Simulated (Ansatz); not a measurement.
Geometry optimisation in Ansatz: input, command and trajectory.

```yaml
crystal:
  lattice:
    - [2.9358214175, 0.0, 0.0]
    - [-1.4679107088, 2.5424959285, 0.0]
    - [0.0, 0.0, 20.8652810631]
  atoms:
    - { symbol: Ti, position: [0.0, 0.0, 0.0] }
    - { symbol: Ti, position: [0.3333333333, 0.6666666667, 0.1111111111] }
    - { symbol: Ti, position: [0.0, 0.0, 0.2222222222] }
    - { symbol: Ti, position: [0.6666666667, 0.3333333333, 0.3333333333] }
    - { symbol: Ti, position: [0.0, 0.0, 0.4444444444] }
    - { symbol: Ti, position: [0.6666666667, 0.3333333333, 0.5555555556] }
    - { symbol: Ti, position: [0.0, 0.0, 0.6666666667] }
    - { symbol: Ti, position: [0.6666666667, 0.3333333333, 0.7777777778] }
    - { symbol: Ti, position: [0.3333333333, 0.6666666667, 0.8888888889] }
basis:
  ecutwfc: 500
kpoints:
  mp_grid: { grid: [18, 18, 3] }
hamiltonian:
  xc: r2scan
scf:
  occupations: { method: gaussian, width: 0.1 }
output:
  forces: true
  stress: true
  eigenvalues: true
  populations: true
relax:
  adjacent_minimum: "off"
  f_tol: 0.01
  max_steps: 45
  cell: { stress_tol: 0.05 }
```

```bash
ansatz run input.yaml --threads 1 --pin off --max-ram 2560MiB --backend cpu --events-out ev --progress --plain --runs-dir out
```

Computed with DFT r2SCAN, scalar-relativistic, plane waves, PAW (Ansatz).

Of 6 frames 6 are shown, positions in Å and forces in eV/Å; the SCF threshold varies from step to step. Steps run on the plane waves of an earlier cell, with a Pulay correction in the pressure. The basis is chosen afresh for the last frame, the zero of the energies, and can be on the way; energy and pressure step there, also at an unchanged geometry. The mark taken_back stands on steps that the optimiser undid.

```xyz
9
Lattice="2.9358 0.0000 0.0000 -1.4679 2.5425 0.0000 0.0000 0.0000 20.8653" Properties=species:S:1:pos:R:3:forces:R:3 pbc="T T T" step=1 free_energy_over_end_meV_per_atom=0.90 pressure_GPa=0.33
Ti    0.0000    0.0000    0.0000    0.0000    0.0000   -0.0530
Ti    0.0000    1.6950    2.3184    0.0000    0.0000    0.0700
Ti    0.0000    0.0000    4.6367    0.0000    0.0000   -0.0160
Ti    1.4679    0.8475    6.9551    0.0000    0.0000   -0.0100
Ti    0.0000    0.0000    9.2735    0.0000    0.0000    0.1030
Ti    1.4679    0.8475   11.5918    0.0000    0.0000   -0.0920
Ti    0.0000    0.0000   13.9102    0.0000    0.0000   -0.0260
Ti    1.4679    0.8475   16.2286    0.0000    0.0000   -0.0270
Ti    0.0000    1.6950   18.5469    0.0000    0.0000    0.0520
9
Lattice="2.9267 0.0000 0.0000 -1.4633 2.5346 0.0000 0.0000 0.0000 21.1080" Properties=species:S:1:pos:R:3:forces:R:3 pbc="T T T" step=2 free_energy_over_end_meV_per_atom=0.36 pressure_GPa=-0.24
Ti    0.0000    0.0000    0.0011    0.0000    0.0000   -0.0360
Ti    0.0000    1.6897    2.3741    0.0000    0.0000    0.0130
Ti    0.0000    0.0000    4.7078    0.0000    0.0000   -0.0010
Ti    1.4633    0.8449    7.0517    0.0000    0.0000   -0.0380
Ti    0.0000    0.0000    9.4024    0.0000    0.0000   -0.0360
Ti    1.4633    0.8449   11.6942    0.0000    0.0000    0.0300
Ti    0.0000    0.0000   14.0381    0.0000    0.0000    0.0790
Ti    1.4633    0.8449   16.3954    0.0000    0.0000    0.0040
Ti    0.0000    1.6897   18.7673    0.0000    0.0000   -0.0140
9
Lattice="2.9284 0.0000 0.0000 -1.4642 2.5361 0.0000 0.0000 0.0000 21.0372" Properties=species:S:1:pos:R:3:forces:R:3 pbc="T T T" step=3 free_energy_over_end_meV_per_atom=0.04 pressure_GPa=-0.01
Ti    0.0000    0.0000   -0.0067    0.0000    0.0000   -0.0120
Ti    0.0000    1.6907    2.3572    0.0000    0.0000    0.0100
Ti    0.0000    0.0000    4.6829    0.0000    0.0000   -0.0030
Ti    1.4642    0.8454    7.0172    0.0000    0.0000   -0.0060
Ti    0.0000    0.0000    9.3653    0.0000    0.0000    0.0080
Ti    1.4642    0.8454   11.6682    0.0000    0.0000   -0.0120
Ti    0.0000    0.0000   14.0118    0.0000    0.0000    0.0170
Ti    1.4642    0.8454   16.3508    0.0000    0.0000   -0.0130
Ti    0.0000    1.6907   18.7021    0.0000    0.0000    0.0110
9
Lattice="2.9290 0.0000 0.0000 -1.4645 2.5366 0.0000 0.0000 0.0000 21.0323" Properties=species:S:1:pos:R:3:forces:R:3 pbc="T T T" step=4 free_energy_over_end_meV_per_atom=0.05 pressure_GPa=-0.02 taken_back
Ti    0.0000    0.0000   -0.0117    0.0000    0.0000    0.0120
Ti    0.0000    1.6911    2.3592    0.0000    0.0000   -0.0040
Ti    0.0000    0.0000    4.6802    0.0000    0.0000    0.0030
Ti    1.4645    0.8455    7.0135    0.0000    0.0000    0.0030
Ti    0.0000    0.0000    9.3662    0.0000    0.0000   -0.0090
Ti    1.4645    0.8455   11.6619    0.0000    0.0000    0.0080
Ti    0.0000    0.0000   14.0157    0.0000    0.0000   -0.0150
Ti    1.4645    0.8455   16.3404    0.0000    0.0000    0.0230
Ti    0.0000    1.6911   18.7039    0.0000    0.0000   -0.0210
9
Lattice="2.9287 0.0000 0.0000 -1.4644 2.5364 0.0000 0.0000 0.0000 21.0315" Properties=species:S:1:pos:R:3:forces:R:3 pbc="T T T" step=5 free_energy_over_end_meV_per_atom=0.03 pressure_GPa=0.00
Ti    0.0000    0.0000   -0.0088    0.0000    0.0000   -0.0010
Ti    0.0000    1.6909    2.3583    0.0000    0.0000    0.0000
Ti    0.0000    0.0000    4.6809    0.0000    0.0000   -0.0010
Ti    1.4644    0.8455    7.0139    0.0000    0.0000    0.0000
Ti    0.0000    0.0000    9.3637    0.0000    0.0000    0.0010
Ti    1.4644    0.8455   11.6628    0.0000    0.0000   -0.0010
Ti    0.0000    0.0000   14.0115    0.0000    0.0000    0.0020
Ti    1.4644    0.8455   16.3442    0.0000    0.0000   -0.0010
Ti    0.0000    1.6909   18.6995    0.0000    0.0000    0.0010
9
Lattice="2.9287 0.0000 0.0000 -1.4644 2.5364 0.0000 0.0000 0.0000 21.0315" Properties=species:S:1:pos:R:3:forces:R:3 pbc="T T T" step=6 free_energy_over_end_meV_per_atom=0.00 pressure_GPa=0.00
Ti    0.0000    0.0000   -0.0088    0.0000    0.0000   -0.0010
Ti    0.0000    1.6909    2.3583    0.0000    0.0000    0.0000
Ti    0.0000    0.0000    4.6809    0.0000    0.0000   -0.0010
Ti    1.4644    0.8455    7.0139    0.0000    0.0000    0.0000
Ti    0.0000    0.0000    9.3637    0.0000    0.0000    0.0010
Ti    1.4644    0.8455   11.6628    0.0000    0.0000   -0.0010
Ti    0.0000    0.0000   14.0115    0.0000    0.0000    0.0020
Ti    1.4644    0.8455   16.3442    0.0000    0.0000   -0.0010
Ti    0.0000    1.6909   18.6995    0.0000    0.0000    0.0010
```

It took 11 min on 1 thread of Intel(R) Xeon(R) 6975P-C (Granite Rapids) (shared host), peak memory 1.4 GiB.